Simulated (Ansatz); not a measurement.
AlN: field gradients at two levels of theory

Cell: an entry of the Crystallography Open Database (COD) whose atoms were relaxed with PBE, the cell held.

```xyz
4
Lattice="3.1130 0.0000 0.0000 -1.5565 2.6959 0.0000 0.0000 0.0000 4.9810" Properties=species:S:1:pos:R:3 pbc="T T T"
Al    0.0000    1.7973   -0.0049
Al    1.5565    0.8986    2.4856
N     0.0000    1.7973    1.8977
N     1.5565    0.8986    4.3882
```

Sites (sets of like atoms) are named by element and the number of their first atom in this list.

First run. The numbers come from a DFT calculation in Ansatz (PBE, plane waves and PAW, scalar-relativistic, 420 eV cutoff, Γ-centred 11×11×6 k-points, Fermi–Dirac smearing 0.02 eV).

```json
{"site": "Al", "atom": "1", "V_zz (10²¹ V/m²)": "0.48", "η": "0.00"}
{"site": "N", "atom": "3", "V_zz (10²¹ V/m²)": "-0.017", "η": "0.00"}
```

Second run. The same atoms and settings, except that the functional is LDA.

(1) Given the first result, estimate the second.

## Answers

(1) 

```tsv
site	atom	V_zz	η	change of V_zz
Al	1	0.48	0.00	0.00
N	3	-0.035	0.00	-0.02
```

No V_zz moves by more than 0.02.

For the second run: At this cell the principal stresses reach 5 GPa in size with LDA, which can matter for small gradients.
